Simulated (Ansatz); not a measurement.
CuAu (L1₀ or tetragonal B2, P4/mmm) under volume change, PBEsol in the plane-wave PAW code Ansatz, shape and atoms relaxed at each volume.

```json
[
 {"V (Å³/atom)": "12.933", "E − E(relaxed) (meV/atom)": "74.8", "P (GPa)": "20.68"},
 {"V (Å³/atom)": "13.359", "E − E(relaxed) (meV/atom)": "31.1", "P (GPa)": "12.44"},
 {"V (Å³/atom)": "13.786", "E − E(relaxed) (meV/atom)": "7.3", "P (GPa)": "5.66"},
 {"V (Å³/atom)": "14.212", "E − E(relaxed) (meV/atom)": "0.0", "P (GPa)": "0.00"},
 {"V (Å³/atom)": "14.638", "E − E(relaxed) (meV/atom)": "6.4", "P (GPa)": "-4.69"},
 {"V (Å³/atom)": "15.065", "E − E(relaxed) (meV/atom)": "24.2", "P (GPa)": "-8.54"},
 {"V (Å³/atom)": "15.491", "E − E(relaxed) (meV/atom)": "51.3", "P (GPa)": "-11.71"}
]
```

What does a third-order Birch–Murnaghan fit give for V₀, B₀ and B′?

V₀ = 14.21 Å³/atom, B₀ = 171 GPa, B′ = 5.3.

Symmetry was held in the PBEsol relaxation; of distortions, only those at the zone centre were tested. No spin polarisation was allowed. Spin–orbit coupling is left out wherever it is not named.

Potentials: the later of the program's two PAW sets.
